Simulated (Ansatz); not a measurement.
## Computed scan of one atom of the cell: ZnSe (zinc blende)

Relaxed ZnSe (zinc blende):

```
ZnSe
1.0
    0.00000     2.86650     2.86650
    2.86650     0.00000     2.86650
    2.86650     2.86650     0.00000
Se Zn
1 1
Direct
  0.75000   0.75000   0.75000
  0.00000   0.00000   0.00000
```

In this cell atom 2 (Zn, nearest neighbour Se at 2.482 Å; its periodic images, 4.1 Å or more away, move with it) is moved by s along Cartesian z, unit vector (0.000, 0.000, 1.000); all other atoms and the cell stay fixed.

Method: PBE (plane waves to 420 eV, PAW, scalar-relativistic; Ansatz, a quantum-chemistry and plane-wave program). k mesh 8×8×8 (Γ-centred), Fermi-Dirac smearing 0.05 eV. E stands for the smeared free energy. Stress and pressure are positive under compression. F∥ is the force on the atom along that direction. ZnSe was relaxed with its symmetry unable to fall. The zero of ΔE is the undisplaced structure.

```json
[
 {"s (Å)": "-0.250", "ΔE (eV/cell)": "0.1530", "F∥ (eV/Å)": "1.203", "P (GPa)": "1.48"},
 {"s (Å)": "-0.200", "ΔE (eV/cell)": "0.0985", "F∥ (eV/Å)": "0.974", "P (GPa)": "0.95"},
 {"s (Å)": "-0.150", "ΔE (eV/cell)": "0.0556", "F∥ (eV/Å)": "0.738", "P (GPa)": "0.54"},
 {"s (Å)": "-0.100", "ΔE (eV/cell)": "0.0248", "F∥ (eV/Å)": "0.495", "P (GPa)": "0.24"},
 {"s (Å)": "-0.050", "ΔE (eV/cell)": "0.0062", "F∥ (eV/Å)": "0.248", "P (GPa)": "0.06"},
 {"s (Å)": "0.000", "ΔE (eV/cell)": "0.0000", "F∥ (eV/Å)": "0.000", "P (GPa)": "0.00"},
 {"s (Å)": "0.050", "ΔE (eV/cell)": "0.0062", "F∥ (eV/Å)": "-0.248", "P (GPa)": "0.06"},
 {"s (Å)": "0.100", "ΔE (eV/cell)": "0.0248", "F∥ (eV/Å)": "-0.495", "P (GPa)": "0.24"},
 {"s (Å)": "0.150", "ΔE (eV/cell)": "0.0556", "F∥ (eV/Å)": "-0.738", "P (GPa)": "0.54"},
 {"s (Å)": "0.200", "ΔE (eV/cell)": "0.0985", "F∥ (eV/Å)": "-0.974", "P (GPa)": "0.95"},
 {"s (Å)": "0.250", "ΔE (eV/cell)": "0.1530", "F∥ (eV/Å)": "-1.203", "P (GPa)": "1.48"}
]
```

What the scan shows:

```
Quantity                                                                                                                                                      Result
-----------------------------------------------------------------  -------------------------------------------------------------------------------------------------
Energy at s = 0.250 Å                                                                                                                                 153.0 meV/cell
Force along the line at s = -0.250 Å                                                                                                                       1.20 eV/Å
Symmetry of the curve                                                                                                                  even: the same for both signs
Shape of the curve                                                                                    a single well with its minimum at or next to zero displacement
Force constant k = d²E/ds² at s = 0 (finite differences)                                                                                                  4.98 eV/Å²
Harmonic estimate at the end of the scan                           ½ks² = 155.5 meV/cell against the computed 153.0 meV/cell, so the well is close to harmonic there
Zone-centre optical wavenumber from k (transverse: no LO-TO term)                                                                                           194 cm⁻¹
```

(For displaced atoms, the force is minus the slope of the energy, and its curvature is a force constant, which sets phonon frequencies.)
